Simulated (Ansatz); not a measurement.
**Notes on Be**

```
CELL_PARAMETERS angstrom
2.31964 0.00000 0.00000
-1.15982 2.00887 0.00000
0.00000 0.00000 3.63465
ATOMIC_POSITIONS crystal
Be 0.33333 0.66667 0.25000
Be 0.66667 0.33333 0.75000
```

The numbers come from plane-wave PAW DFT (Ansatz): r2SCAN, no spin polarisation, 500 eV, 16×16×9 Γ-centred k points, fermi-dirac occupations (width 0.1 eV). Nothing was relaxed.

- Stress: The pressure is -7.6 GPa (compression positive), so with the atoms held at these fractions the cell would first shrink.
- Forces: The forces vanish by the symmetry of the sites.
- Electronic structure: It is a metal, with about 0.1 states/eV a cell as the mean within 0.25 eV of the Fermi level.

Origin: a database entry at a rescaled volume.
